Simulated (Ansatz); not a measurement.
## Which start gave this state of KCoF3?

We look at KCoF3: an experimental structure (space group Pm-3m, primitive cell doubled), with 10 atoms per cell. Source: COD entry 2310428, which need not be the ambient phase.

```
CELL_PARAMETERS angstrom
-4.07100 0.00000 -4.07100
0.00000 -4.07100 0.00000
-4.07100 0.00000 4.07100
ATOMIC_POSITIONS crystal
K 0.00000 0.00000 0.00000
K 0.50000 0.00000 0.50000
F 0.75000 0.50000 0.25000
F 0.25000 0.50000 0.75000
F 0.00000 0.00000 0.50000
F 0.50000 0.00000 0.00000
F 0.75000 0.50000 0.75000
F 0.25000 0.50000 0.25000
Co 0.00000 0.50000 0.50000
Co 0.50000 0.50000 0.00000
```

Numbers behind element symbols give the atom's place in this list.

Level of theory: DFT, PBEsol+U, PAW, plane waves, scalar-relativistic in Ansatz development build ahead of 0.2.0.

| Item | Value |
| --- | --- |
| Hubbard term (Dudarev form) | U − J = 4.9 eV on Co d, on Löwdin-orthonormalised all-electron atomic orbitals |
| Plane-wave cutoff | 420 eV |
| k-point mesh | 3×5×3 (Γ-centred) |
| Occupations | Gaussian smearing, 0.05 eV |

The total moment includes the space between the atomic spheres.

A static U favours moments and orbital order; the result depends on U and need not be the measured state.

Plain SCF: the run stops at the first self-consistent solution.

One run gave this history:

| iteration | Harris–Foulkes energy + 18061 (eV) | largest residual (eV) | M (μB) | absolute moment (μB) |
| --- | --- | --- | --- | --- |
| 1 | 0.5744 | 3.34e+02 | 1.43 | 1.43 |
| 2 | 39.4964 | 8.29e+00 | 6.00 | 6.03 |
| 3 | 40.8255 | 2.85e+00 | 6.00 | 6.02 |
| 4 | 40.0258 | 9.70e-01 | 6.00 | 6.01 |
| 5 | 39.4478 | 6.92e-01 | 6.00 | 6.03 |
| 6 | 37.6206 | 4.79e-01 | 6.00 | 6.03 |
| 7 | 37.4109 | 1.27e-01 | 6.00 | 6.03 |
| 8 | 37.3527 | 3.30e-02 | 6.00 | 6.03 |
| 9 | 37.3559 | 1.15e-02 | 6.00 | 6.02 |
| 10 | 37.3574 | 1.75e-03 | 6.00 | 6.02 |
| 11 | 37.3580 | 2.22e-04 | 6.00 | 6.02 |
| 13 | 37.3576 | 7.15e-06 | 6.00 | 6.02 |
| 14 | 37.3576 | 1.35e-06 | 6.00 | 6.02 |
| 15 | 37.3576 | 4.28e-07 | 6.00 | 6.02 |
| 16 | 37.3576 | 6.87e-08 | 6.00 | 6.02 |

It ended ferromagnetic, site moments F3 0.06, F4 0.06, F5 0.04, F6 0.04, F7 0.06, F8 0.06, Co9 2.63, Co10 2.63 μB, total 6.00 μB per cell, a gap of 3.24 eV on the k-mesh.

Question: These set-ups ended in different states. Which one gave the run above?
A. parallel moments, plain SCF [Co9 3.00, Co10 3.00 μB]
B. opposed moments +-, plain SCF [Co9 3.00, Co10 -3.00 μB]
C. a moment on one site alone, plain SCF [Co10 3.00 μB]
D. parallel moments scaled by 0.2, plain SCF [Co9 0.60, Co10 0.60 μB]

Answer: A. The others ended as follows, with energies against this run: “a moment on one site alone, plain SCF” ferrimagnetic, +120 meV/atom; “parallel moments scaled by 0.2, plain SCF” ferromagnetic, +253 meV/atom; “opposed moments +-, plain SCF” antiferromagnetic, +192 meV/atom.
